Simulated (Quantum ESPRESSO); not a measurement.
## Ga3SiO5N (input and log of a self-consistent run)

Simulated, not a measurement. The program is pw.x of Quantum ESPRESSO 7.5 (plane-wave density functional theory). The cell is made up: 10 atoms on a corundum lattice, with randomly drawn elements, strain and displacements, not relaxed. PseudoDojo standard norm-conserving files (v0.5 for PBE, v0.4.1 for LDA and PBEsol) set the functional; there is no spin polarisation, spin-orbit coupling or dispersion term, and the masses in the input are unused placeholders.

Input:

```
&control calculation='scf', pseudo_dir='./dojo.nc.sr.pbe.v0_5.standard.upf', outdir='./o', disk_io='low', tprnfor=.true., tstress=.true. /
&system ibrav=0, nat=10, ntyp=4, nbnd=45, ecutwfc=84.00895049, nosym=.true., tot_charge=0,
 occupations='smearing', smearing='fd', degauss=0.0018374661
/
&electrons conv_thr=7.350e-09, electron_maxstep=60, /
ATOMIC_SPECIES
Ga 1.0 Ga.upf
N 1.0 N.upf
O 1.0 O.upf
Si 1.0 Si.upf
CELL_PARAMETERS angstrom
2.337 1.3156 4.4739
-2.4703 1.3999 4.5219
0.0063 -2.9636 4.5791
ATOMIC_POSITIONS angstrom
Ga 0.1411 0.0805 4.6902
Ga -0.0819 -0.079 1.9222
Ga -0.1571 -0.2083 8.8942
Si -0.1276 -0.2666 11.6498
O -1.0275 1.3017 7.8949
O -0.7629 -1.6361 8.027
O 1.6244 -0.1483 8.0418
O 0.7595 -1.6184 5.4166
N 0.6648 1.3581 5.6284
O -1.6806 -0.2089 5.8878
K_POINTS automatic
6 5 5 1 1 1
```

The log is shortened where brackets say so; the opening notice, blank lines, dates and the lines on written files are dropped, and the path of the files is cut. It prints rydbergs, bohrs and kilobars, and counts compression as positive stress. With no partly filled state, the Fermi energy that it prints is only some level between the filled and the empty states on the mesh, and need not lie in the true gap.

```
     Program PWSCF v.7.5
     Parallel version (MPI & OpenMP), running on       4 processor cores
     Number of MPI processes:                 4
     Threads/MPI process:                     1
     [start-up lines left out]
     bravais-lattice index     =            0
     lattice parameter (alat)  =       9.8571  a.u.
     unit-cell volume          =     633.8866 (a.u.)^3
     number of atoms/cell      =           10
     number of atomic types    =            4
     number of electrons       =        78.00
     number of Kohn-Sham states=           45
     kinetic-energy cutoff     =      84.0090  Ry
     charge density cutoff     =     336.0358  Ry
     scf convergence threshold =      7.3E-09
     mixing beta               =       0.7000
     number of iterations used =            8  plain     mixing
     Exchange-correlation= PBE
                           (   1   4   3   4   0   0   0)
     [axes and pseudopotential details left out]
   Cartesian axes
     site n.     atom                  positions (alat units)
         1        Ga     tau(   1) = (   0.0270506   0.0154329   0.8991700  )
         2        Ga     tau(   2) = (  -0.0157013  -0.0151453   0.3685098  )
         3        Ga     tau(   3) = (  -0.0301180  -0.0399337   1.7051295  )
         4        Si     tau(   4) = (  -0.0244625  -0.0511106   2.2334125  )
         5        O      tau(   5) = (  -0.1969846   0.2495522   1.5135511  )
         6        O      tau(   6) = (  -0.1462575  -0.3136608   1.5388764  )
         7        O      tau(   7) = (   0.3114178  -0.0284310   1.5417137  )
         8        O      tau(   8) = (   0.1456057  -0.3102675   1.0384300  )
         9        N      tau(   9) = (   0.1274505   0.2603648   1.0790347  )
        10        O      tau(  10) = (  -0.3221921  -0.0400487   1.1287649  )
     number of k points=    75  Fermi-Dirac smearing, width (Ry)=  0.0018
                       cart. coord. in units 2pi/alat
        k(    1) = (  -0.0171459  -0.0083084   0.1085583), wk =   0.0266667
        k(    2) = (  -0.0206332  -0.2484190   0.1809872), wk =   0.0266667
     [further k points left out]
     Dense  grid:    65933 G-vectors     FFT dimensions: (  60,  60,  64)
     Estimated max dynamical RAM per process >     209.69 MB
     Estimated total dynamical RAM >     790.46 MB
     Initial potential from superposition of free atoms
     starting charge      77.9913, renormalised to      78.0000
     Starting wfcs are   55 randomized atomic wfcs
     total cpu time spent up to now is        6.5 secs
     per-process dynamical memory:   172.1 Mb
     Self-consistent Calculation
     iteration #  1     ecut=    84.01 Ry     beta= 0.70
     Davidson diagonalization with overlap
     ethr =  1.00E-02,  avg # of iterations =  2.6
     total cpu time spent up to now is       19.7 secs
     total energy              =    -652.44898594 Ry
     estimated scf accuracy    <       2.40863791 Ry
     iteration #  2     ecut=    84.01 Ry     beta= 0.70
     Davidson diagonalization with overlap
     ethr =  3.09E-03,  avg # of iterations =  2.8
     total cpu time spent up to now is       32.8 secs
     total energy              =    -653.09668802 Ry
     estimated scf accuracy    <       2.30545232 Ry
     iteration #  3     ecut=    84.01 Ry     beta= 0.70
     Davidson diagonalization with overlap
     ethr =  2.96E-03,  avg # of iterations =  2.0
     total cpu time spent up to now is       43.6 secs
     total energy              =    -653.51522663 Ry
     estimated scf accuracy    <       0.05773406 Ry
     iteration #  4     ecut=    84.01 Ry     beta= 0.70
     Davidson diagonalization with overlap
     ethr =  7.40E-05,  avg # of iterations =  4.6
     total cpu time spent up to now is       57.0 secs
     total energy              =    -653.53315849 Ry
     estimated scf accuracy    <       0.00689395 Ry
     iteration #  5     ecut=    84.01 Ry     beta= 0.70
     Davidson diagonalization with overlap
     ethr =  8.84E-06,  avg # of iterations =  5.8
     total cpu time spent up to now is       69.3 secs
     total energy              =    -653.53400672 Ry
     estimated scf accuracy    <       0.00476581 Ry
     [iterations 6 to 8 left out]
     iteration #  9     ecut=    84.01 Ry     beta= 0.70
     Davidson diagonalization with overlap
     ethr =  1.04E-08,  avg # of iterations =  3.7
     total cpu time spent up to now is      112.1 secs
     total energy              =    -653.53482587 Ry
     estimated scf accuracy    <       0.00000205 Ry
     iteration # 10     ecut=    84.01 Ry     beta= 0.70
     Davidson diagonalization with overlap
     ethr =  2.62E-09,  avg # of iterations =  2.0
     total cpu time spent up to now is      122.1 secs
     total energy              =    -653.53482611 Ry
     estimated scf accuracy    <       0.00000036 Ry
     iteration # 11     ecut=    84.01 Ry     beta= 0.70
     Davidson diagonalization with overlap
     ethr =  4.57E-10,  avg # of iterations =  2.0
     total cpu time spent up to now is      132.9 secs
     total energy              =    -653.53482617 Ry
     estimated scf accuracy    <       0.00000002 Ry
     iteration # 12     ecut=    84.01 Ry     beta= 0.70
     Davidson diagonalization with overlap
     ethr =  1.99E-11,  avg # of iterations =  4.6
     total cpu time spent up to now is      147.5 secs
     total energy              =    -653.53482618 Ry
     estimated scf accuracy    <       0.00000002 Ry
     iteration # 13     ecut=    84.01 Ry     beta= 0.70
     Davidson diagonalization with overlap
     ethr =  1.99E-11,  avg # of iterations =  2.0
     total cpu time spent up to now is      157.9 secs
     End of self-consistent calculation
          k =-0.0171-0.0083 0.1086 (  8245 PWs)   bands (ev):
    -9.4587  -7.9690  -7.4092  -6.7367  -6.5465  -4.4351  -2.8486  -2.7315
    -2.6817  -2.6374  -2.5875  -2.5659  -2.5160  -2.4812  -2.4523  -2.4006
    -2.3658  -2.3141  -2.1365  -1.7421  -0.4734   1.9874   3.3195   3.9819
     4.5724   5.0019   5.6777   6.1349   6.4264   6.8528   7.9550   8.4301
     8.7195   9.0584   9.4346   9.8133  10.1020  10.7221  11.0829  13.0187
    16.0130  16.9845  18.1557  18.6275  19.0411
     [levels at the other k points left out]
     the Fermi energy is    12.4781 ev
!    total energy              =    -653.53482618 Ry
     estimated scf accuracy    <          1.6E-09 Ry
     smearing contrib. (-TS)   =      -0.00000000 Ry
     internal energy E=F+TS    =    -653.53482618 Ry
     The total energy is F=E-TS. E is the sum of the following terms:
     one-electron contribution =    -196.74349304 Ry
     hartree contribution      =     171.71876445 Ry
     xc contribution           =    -177.78271836 Ry
     ewald contribution        =    -450.72737924 Ry
     convergence has been achieved in  13 iterations
     Forces acting on atoms (cartesian axes, Ry/au):
     atom    1 type  1   force =    -0.14548711   -0.19346255    0.00712793
     atom    2 type  1   force =     0.04874513    0.00989225   -0.00082214
     atom    3 type  1   force =     0.11431793    0.05964098    0.03886426
     atom    4 type  4   force =     0.06878041    0.02151186   -0.03497309
     atom    5 type  3   force =     0.08836741    0.09398465   -0.07214733
     atom    6 type  3   force =    -0.13661028   -0.09563708   -0.12858331
     atom    7 type  3   force =    -0.00111821   -0.06157800   -0.10432661
     atom    8 type  3   force =     0.05274540    0.00334918    0.13596538
     atom    9 type  2   force =    -0.05536186    0.24815165    0.16658935
     atom   10 type  3   force =    -0.03437882   -0.08585295   -0.00769445
     Total force =     0.537426     Total SCF correction =     0.000117
     Computing stress (Cartesian axis) and pressure
          total   stress  (Ry/bohr**3)                   (kbar)     P=      158.32
   0.00141677   0.00039556   0.00050370          208.41       58.19       74.10
   0.00039556   0.00086572   0.00072457           58.19      127.35      106.59
   0.00050370   0.00072457   0.00094622           74.10      106.59      139.19
     init_run     :      5.73s CPU      5.96s WALL (       1 calls)
     electrons    :    150.84s CPU    151.42s WALL (       1 calls)
     forces       :      1.58s CPU      1.60s WALL (       1 calls)
     stress       :      6.20s CPU      6.20s WALL (       1 calls)
     [timing details left out]
     PWSCF        :   2m44.99s CPU   2m45.88s WALL
     JOB DONE.
```

In other units: free energy -8891.794 eV for the cell, pressure 15.83 GPa, largest force component 6.380 eV/Å. A rerun of the same cell at another strain at 1437 eV and a 8 x 7 x 7 mesh moved values by no more than 0.003 eV in energy, 0.02 GPa in stress and 0.002 eV/Å in force.